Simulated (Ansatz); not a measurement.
B:
```
CELL_PARAMETERS angstrom
     -1.15315     1.15315     1.15315
      1.15315    -1.15315     1.15315
      1.15315     1.15315    -1.15315
ATOMIC_POSITIONS crystal
  B  0.00000 0.00000 0.00000
```

Relaxed with PBE. Special points in fractions of this cell's reciprocal vectors: Γ (0.000, 0.000, 0.000); H (0.500, -0.500, 0.500); N (0.000, 0.000, 0.500); P (0.250, 0.250, 0.250).

Q: List the band energies nearest the Fermi level at these points for PBE in the plane-wave PAW code Ansatz.

A: In eV from the Fermi level; about four levels below and three above (degenerate sets whole), none deeper than 8.9 eV; … stands for higher levels left out; points with the same levels are listed once.

```tsv
k	below	above
Γ	–	…
N	-4.60	…
```

Space group Im-3m (bcc (W type)). A made-up cell: these elements were put on the sites of a structure type; neither database checked (COD, Materials Project) lists it. It is not the phase usual at ambient conditions (space group No. 166). The cell was relaxed with PBE under the symmetry of its start; whether a distortion lowers the energy is not shown.

Potentials: the earlier of the program's two PAW sets.
